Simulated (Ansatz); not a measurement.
## Calculated electric field gradients for Bi2Te2PbS2

The cell is a COD entry (perhaps calculated rather than measured), ions relaxed with PBE at fixed cell.

Space group R-3m:H (No. 166); a = 4.2701, c = 40.4129 Å, γ = 120.00°.

| site | Wyckoff | site symmetry | x | y | z |
| --- | --- | --- | --- | --- | --- |
| Bi | 6c | 3m | 0.0000 | 0.0000 | 0.5815 |
| Te | 6c | 3m | 0.0000 | 0.0000 | 0.8706 |
| Pb | 3a | -3m | 0.0000 | 0.0000 | 0.0000 |
| S | 6c | 3m | 0.0000 | 0.0000 | 0.2914 |

One atom of each set is listed; the run and its k-mesh use a cell of 7 atoms with edges of 13.69, 13.69, 13.69 Å.

Level of theory: DFT, PBE, plane waves and PAW, scalar-relativistic, 420 eV cutoff, Γ-centred 8×8×8 k-points, Fermi–Dirac smearing 0.02 eV (Ansatz 0.2.0).

V_zz is the principal component of the electric field gradient with the largest magnitude, η = (V_xx − V_yy)/V_zz and C_Q = eQV_zz/h. ν_Q = 3|C_Q|/[2I(2I − 1)].

²⁰⁹Bi: I = 9/2, Q = -516.0 mb; ³³S: I = 3/2, Q = -69.40 mb. Nuclear quadrupole moments: year-2017 set (Pyykkö).

```
site  atoms                     first shell  C_Q (MHz)     η  ν_Q (MHz)
  Bi      2   3 S at 3.02 Å, 3 Te at 3.05 Å       11.9  0.00      0.494
   S      2  3 Pb at 2.99 Å, 3 Bi at 3.02 Å     -0.007  0.00      0.004
```

An axis of threefold or higher order runs through Bi and S, so V_zz lies along it and η is zero.

Te, Pb have no stable isotope with a ground-state quadrupole moment in the table, so these sites are left out.

Spin–orbit coupling is left out, which shifts gradients on Bi by a few per cent in wide-gap crystals, and can shift them far more where the calculated gap is small or absent, as here. With a gap of 0.3 eV on this mesh, small gradients can still move by 0.1 × 10²¹ V/m² or more as the k-mesh gets denser.

The relaxation (5 steps) took 5.3 min of wall time (5.3 min of CPU time) and 0.91 GiB at its peak, on 1 thread of Arm Neoverse N1 (aarch64; 36 cores open to the job, memory cap 3.0 GiB, no GPU), a shared host with a load of 0.9 a core.
